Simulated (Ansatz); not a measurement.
CsPbCl3 (cubic perovskite)

```
CsPbCl3
1.0
    5.73560     0.00000     0.00000
    0.00000     5.73560     0.00000
    0.00000     0.00000     5.73560
Cs Pb Cl
1 1 3
Cartesian
  0.00000   0.00000   0.00000
  2.86780   2.86780   2.86780
  0.00000   2.86780   2.86780
  2.86780   2.86780   0.00000
  2.86780   0.00000   2.86780
```

These are PBE (plane waves to 420 eV, PAW, scalar-relativistic; Ansatz, an electronic-structure program) values and carry that method's errors. Harmonic phonons by density-functional perturbation theory on a 6×6×6 k mesh, in cm⁻¹; i marks imaginary ones, q is in fractions of the reciprocal vectors of the cell shown, and the three acoustic modes at Γ are left out. The non-analytic (LO-TO) term is not included, so polar modes at Γ have their transverse values. CsPbCl3 was relaxed with its symmetry unable to fall. Spin-orbit coupling is left out, though Pb is heavy. This is a high-temperature form of CsPbCl3.

Q: Is the structure dynamically stable at Γ, X = (0.5, 0.0, 0.0), M = (0.5, 0.5, 0.0), R = (0.5, 0.5, 0.5)?

A: Unstable at this level: the lowest mode is 44i cm⁻¹ at R = (0.5, 0.5, 0.5).

Q: Predict the phonon wavenumbers at Γ, X = (0.5, 0.0, 0.0), M = (0.5, 0.5, 0.0), R = (0.5, 0.5, 0.5).

A: 
| q | wavenumbers (cm⁻¹) |
|---|---|
| Γ | 10i (×3), 30 (×3), 56 (×3), 111 (×3) |
| X = (0.5, 0.0, 0.0) | 5 (×2), 17 (×2), 39, 41, 47 (×2), 49 (×2), 53, 107, 110 (×2), 231 |
| M = (0.5, 0.5, 0.0) | 43i, 6i (×2), 13, 37, 46 (×2), 47 (×2), 91, 97 (×2), 110, 198, 241 |
| R = (0.5, 0.5, 0.5) | 44i (×3), 12 (×3), 84 (×3), 92 (×3), 197 (×2), 248 |
